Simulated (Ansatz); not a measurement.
CaTaS2 in space group P-3m1 (No. 164; S on 2d, Ta on 1a, Ca on 1b), PBE+D3(BJ) (plane waves, PAW; program Ansatz), all energies at zero smearing, with the estimated change up to a 700 eV cutoff added, with one set of potentials and settings (totals compare only within such a set). Cell of 4 atoms (2 S, 1 Ta, 1 Ca): -13559.586 eV.

| element | reference phase | E (eV/atom) |
|---|---|---|
| S | Fddd, 32 atoms in the cell | -902.2562 |
| Ta | Im-3m, 1 atoms in the cell | -9932.9154 |
| Ca | Fm-3m, 1 atoms in the cell | -1817.0951 |

Formation energy per atom, worked out: (-13559.586 − 2×(-902.2562) − 1×(-9932.9154) − 1×(-1817.0951))/4 = -1.266 eV/atom (-122 kJ per mol of atoms), at 0 K, without zero-point energy or fitted corrections.

The cell is a constructed one: a structure type filled with these elements; neither database checked (COD, Materials Project) lists it. Whether it is the stable phase at ambient conditions was not checked. Symmetry was held in the PBE+D3(BJ) relaxation; of distortions, only those at the zone centre were tested. The run is not spin-polarised. The references are the lowest solids computed at this level, not always the standard phases. Scalar-relativistic: spin–orbit coupling is off unless named, which matters more the heavier the elements.

Potentials: the later of the program's two PAW sets.
